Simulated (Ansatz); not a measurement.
Given:

BPt (NiAs type, P6_3/mmc), a = b = 3.689 Å, c = 3.682 Å, α = β = 90.00°, γ = 120.00°.

This is the PBEsol-relaxed structure.

Question: All from PBEsol (plane waves, PAW; program Ansatz), unless another level is named. Estimate the electronic character.

Answer: metallic (no gap).

Question: Give the formation energy from the elements (no fitted shifts).

Answer: 29 meV/atom.

Question: What about the density of states at the Fermi level?

Answer: 0.52 states/eV per atom (mean over ±0.08 eV).

The workflow started from an entry of the Crystallography Open Database (COD). Its standing as an ambient phase is unchecked. Symmetry was held in the PBEsol relaxation; of distortions, only those at the zone centre were tested. The run is not spin-polarised. The references are the lowest solids computed at this level, not always the standard phases. Scalar-relativistic: spin–orbit coupling is off unless named, which matters more the heavier the elements.

Potentials: the later of the program's two PAW sets.
